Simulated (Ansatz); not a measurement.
TiB2 in space group P6/mmm (No. 191; Ti on 1a, B on 2d) at seven volumes, DFT-PBE in the program Ansatz with PAW potentials, shape and atoms relaxed at each. One row is withheld.

```json
[
 {"V (Å³/atom)": "7.786", "P (GPa)": "28.37"},
 {"V (Å³/atom)": "8.043", "P (GPa)": "?"},
 {"V (Å³/atom)": "8.299", "P (GPa)": "8.08"},
 {"V (Å³/atom)": "8.556", "P (GPa)": "-0.02"},
 {"V (Å³/atom)": "8.813", "P (GPa)": "-7.00"},
 {"V (Å³/atom)": "9.069", "P (GPa)": "-13.03"},
 {"V (Å³/atom)": "9.326", "P (GPa)": "-18.23"}
]
```

Fit the shown pressures and predict the withheld one.

Third-order Birch–Murnaghan: P = (3/2)B₀(x^(7/2) − x^(5/2))[1 + (3/4)(B′ − 4)(x − 1)] with x = (V₀/V)^(2/3). Least squares on the six rows gives V₀ = 8.555 Å³/atom, B₀ = 250.3 GPa, B′ = 3.92. At V = 8.043, x = 1.0420 and P = 17.43 GPa. The run itself gave 17.48 GPa.

The cell was relaxed with PBE under the symmetry of its start. The run is not spin-polarised.

Potentials: the earlier of the program's two PAW sets.
